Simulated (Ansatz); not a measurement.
SrTe (rock salt, Fm-3m), plane-wave PAW LDA (Ansatz code). The conduction-band minimum lies at X, with 3 equivalent valleys. Second derivatives d²E/dk² of the lowest band at one valley (eV·Å²), along Cartesian directions:

```csv
direction,d²E/dk²
[100],5.934
[010],32.67
[001],32.67
[110],19.31
[101],19.31
[011],32.64
```

**Question.** Find the principal effective masses, the density-of-states mass and the conductivity mass.

**Answer.** Off-diagonal terms follow from H_xy = H[110] − (H_xx + H_yy)/2, and m*/mₑ = 7.620 eV·Å² over each eigenvalue: 0.23, 0.23, 1.3. One valley's DOS mass (m₁m₂m₃)^(1/3) = 0.41, conductivity mass 3/(Σ 1/mᵢ) = 0.32 mₑ.

**Question.** What effective density of states Nc follows at 300 K for parabolic valleys?

**Answer.** Nc = 2.509e19 × 3 × (0.41)^(3/2) ≈ 2.0e19 cm⁻³.

The LDA relaxation kept the symmetry of its start. Spin–orbit coupling is left out wherever it is not named.

Potentials: the later of the program's two PAW sets.

Edges and masses are those of Kohn–Sham bands, whose gap is no quasiparticle gap.
